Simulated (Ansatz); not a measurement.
Si2Mo in space group Fddd (No. 70; Si on 16f, Mo on 8a) under volume change, the program Ansatz at the PBEsol level (PAW), shape and atoms relaxed at each volume.

```json
[
 {"V (Å³/atom)": "12.036", "E − E(relaxed) (meV/atom)": "86.0", "P (GPa)": "25.23"},
 {"V (Å³/atom)": "12.433", "E − E(relaxed) (meV/atom)": "36.0", "P (GPa)": "15.39"},
 {"V (Å³/atom)": "12.830", "E − E(relaxed) (meV/atom)": "8.5", "P (GPa)": "7.05"},
 {"V (Å³/atom)": "13.227", "E − E(relaxed) (meV/atom)": "0.0", "P (GPa)": "0.00"},
 {"V (Å³/atom)": "13.624", "E − E(relaxed) (meV/atom)": "7.5", "P (GPa)": "-5.91"},
 {"V (Å³/atom)": "14.020", "E − E(relaxed) (meV/atom)": "28.4", "P (GPa)": "-10.77"},
 {"V (Å³/atom)": "14.417", "E − E(relaxed) (meV/atom)": "59.9", "P (GPa)": "-14.49"}
]
```

Q: What does a third-order Birch–Murnaghan fit give for V₀, B₀ and B′?

A: V₀ = 13.23 Å³/atom, B₀ = 211 GPa, B′ = 5.1.

The cell is a constructed one: a structure type filled with these elements; neither database checked (COD, Materials Project) lists it. It is not the phase usual at ambient conditions (space group No. 139). The PBEsol relaxation kept the symmetry of its start; whether a distortion lowers the energy is not shown. The run is not spin-polarised.

Potentials: the later of the program's two PAW sets.
